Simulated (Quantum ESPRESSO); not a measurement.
## Ca2ZnMgO4 (a curve over strain)

Simulated, not a measurement. The program is pw.x of Quantum ESPRESSO 7.5 (plane-wave density functional theory). The cell is made up: 8 atoms on a rocksalt lattice, with randomly drawn elements, strain and displacements, not relaxed. PseudoDojo standard norm-conserving files (v0.5 for PBE, v0.4.1 for LDA and PBEsol) set the functional; there is no spin polarisation, spin-orbit coupling or dispersion term, and the masses in the input are unused placeholders.

Seven runs add a strain to one cell (along z); the atoms follow the cell and are not relaxed. Stress in the table is positive in tension.

Input of the run at -0.0019:

```
&control calculation='scf', pseudo_dir='./dojo.nc.sr.pbe.v0_5.standard.upf', outdir='./o', disk_io='medium', tprnfor=.true., tstress=.true. /
&system ibrav=0, nat=8, ntyp=4, nbnd=43, ecutwfc=84.00895049, nosym=.true., tot_charge=0,
 occupations='smearing', smearing='fd', degauss=0.0018374661
/
&electrons conv_thr=7.350e-09, electron_maxstep=60, /
ATOMIC_SPECIES
Ca 1.0 Ca.upf
Mg 1.0 Mg.upf
O 1.0 O.upf
Zn 1.0 Zn.upf
CELL_PARAMETERS angstrom
4.5196 -0.0602 -0.0733
-0.0602 4.4026 -0.0169
-0.0734 -0.0169 4.5488
ATOMIC_POSITIONS angstrom
Ca 0.1312 0.052 -0.0175
Zn -0.0427 2.1827 2.2733
Mg 2.2387 -0.0361 2.2309
Ca 2.1653 2.2146 0.0335
O 2.2433 -0.0702 -0.0279
O 2.204 2.1482 2.2115
O 4.5118 -0.0525 2.2687
O 4.4215 2.0996 -0.133
K_POINTS automatic
4 4 4 1 1 1
```

```
added strain  free energy less that of the input shown (eV)  stress xx (GPa)  stress yy (GPa)  stress zz (GPa)  stress xy (GPa)  pressure (GPa)  iterations
     -0.0208                                         0.1201           -12.18           -18.27           -14.28            -1.66           14.91          12
     -0.0155                                         0.0798           -11.68           -17.71           -12.48            -1.68           13.96          12
     -0.0098                                         0.0425           -11.16           -17.12           -10.66            -1.71           12.98          12
     -0.0019                                         0.0000           -10.46           -16.32            -8.32            -1.74           11.70          12
     +0.0048                                        -0.0281            -9.88           -15.67            -6.49            -1.77           10.68          12
     +0.0247                                        -0.0746            -8.26           -13.84            -1.83            -1.84            7.98          12
```

Question: one run is left out of the table, at +0.0219. Estimate its stress zz (GPa).

Answer: -2.43. The whole row:

| added strain | free energy less that of the input shown (eV) | stress xx (GPa) | stress yy (GPa) | stress zz (GPa) | stress xy (GPa) | pressure (GPa) | iterations |
| --- | --- | --- | --- | --- | --- | --- | --- |
| +0.0219 | -0.0711 | -8.48 | -14.09 | -2.43 | -1.83 | 8.33 | 12 |

A cubic fit gives a slope of stress zz against the added strain of 277 GPa at zero added strain, with the atoms clamped. Across the table the free energy follows the integral of the stress to within 1.1 meV. A rerun of one of the cells at 1437 eV and a 6 x 6 x 6 mesh moved values by no more than 0.002 eV in energy, 0.04 GPa in stress and 0.006 eV/Å in force.